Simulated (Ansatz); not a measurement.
MgH$_{2}$:
```yaml
crystal:
  lattice:
    - [4.51743, 0.00000, 0.00000]
    - [0.00000, 4.51743, 0.00000]
    - [0.00000, 0.00000, 3.01264]
  atoms:
    - { symbol: Mg, position: [0.00000, 0.00000, 0.00000] }
    - { symbol: Mg, position: [0.50000, 0.50000, 0.50000] }
    - { symbol: H, position: [0.30442, 0.30442, 0.00000] }
    - { symbol: H, position: [0.19558, 0.80442, 0.50000] }
    - { symbol: H, position: [0.69558, 0.69558, 0.00000] }
    - { symbol: H, position: [0.80442, 0.19558, 0.50000] }
```

Relaxed with PBE.

Task: Give the Bader charges and basin volumes of the independent atoms, PBE in the plane-wave PAW code Ansatz.

Result: 

```json
[
 {"atom": "Mg1", "Bader charge (e)": "+1.64", "Bader volume (Å³)": "6.1"},
 {"atom": "H3", "Bader charge (e)": "-0.82", "Bader volume (Å³)": "12.3"}
]
```

Space group P4_2/mnm (rutile). The cell was relaxed with PBE under the symmetry of its start.

Potentials: the later of the program's two PAW sets.
